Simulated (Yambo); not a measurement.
G0W0@LDA for Cs₂NaScCl₆ (space group Fm-3m, No. 225) in Yambo. Reference settings: 2×2×2 Γ-centred k mesh, bands 3 to 314 and a 6 Ry block in the screening, 314 bands in G with the Bruneval-Gonze terminator, plasmon pole fitted at 27.2 eV. The LDA gap Γ → X on this mesh is 3.77 eV; G0W0 gaps are taken between the same points.

The settings were changed. The gap went from 7.33 eV to 7.22 eV, and the shift of the valence edge from -1.59 eV to -1.36 eV.

Q: Name the change that produced these shifts.
A. 202 bands in W, 202 bands in G
B. no random integration
C. 202 bands in G, no terminator
D. 202 bands in G

A: B, no random integration. The others gave (gap, valence shift): 202 bands in G, no terminator: 7.51, -1.30 eV; 202 bands in W, 202 bands in G: 7.34, -1.50 eV; 202 bands in G: 7.32, -1.57 eV.

Geometry of the Materials Project entry, not relaxed at this level; primitive cell a = 7.541 Å, b = 7.541 Å, c = 7.541 Å, α = 60.00°, β = 60.00°, γ = 60.00°.

The structure is a Materials Project entry; no match was found in the copy of COD used, and its stability was not checked.

A shift is the quasiparticle energy of the state minus its LDA energy.
